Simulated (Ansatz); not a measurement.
**Sb$_{3}$Se: relaxed-ion elastic tensor**

Computed with Ansatz, DFT PBE, scalar-relativistic, plane waves, PAW. Plane waves to 420 eV; Γ-centred k mesh 12×12×12; Fermi-Dirac smearing of 0.15 eV. No spin polarisation.

The cell, relaxed at this level:
```xyz
4
Lattice="-3.0620 3.0620 3.0620 3.0620 -3.0620 3.0620 3.0620 3.0620 -3.0620" Properties=species:S:1:pos:R:3 pbc="T T T"
Sb    3.0620    0.0000    0.0000
Sb    0.0000    3.0620    0.0000
Sb    0.0000    0.0000    3.0620
Se    0.0000    0.0000    0.0000
```

It was reached by relaxing an invented guess, and it needn't be the stable form of this composition. In a metal, frequencies and elastic constants depend on the k mesh and the smearing, soft modes and shear constants most. Spin–orbit coupling is left out, which matters for heavy elements.

Q: Give the relaxed-ion elastic constants (GPa, Voigt order xx yy zz yz xz xy, on the Cartesian axes of the cell above).

A:
C11 = 120.5, C12 = 23.1, C13 = 23.1, C22 = 120.5, C23 = 23.1, C33 = 120.5, C44 = 7.5, C55 = 7.5, C66 = 7.5 GPa; the others vanish.

Q: Is the crystal stable against homogeneous strain?

A: Too close to call: the least eigenvalue is 7.5 GPa, within what the k mesh leaves open in a metal.
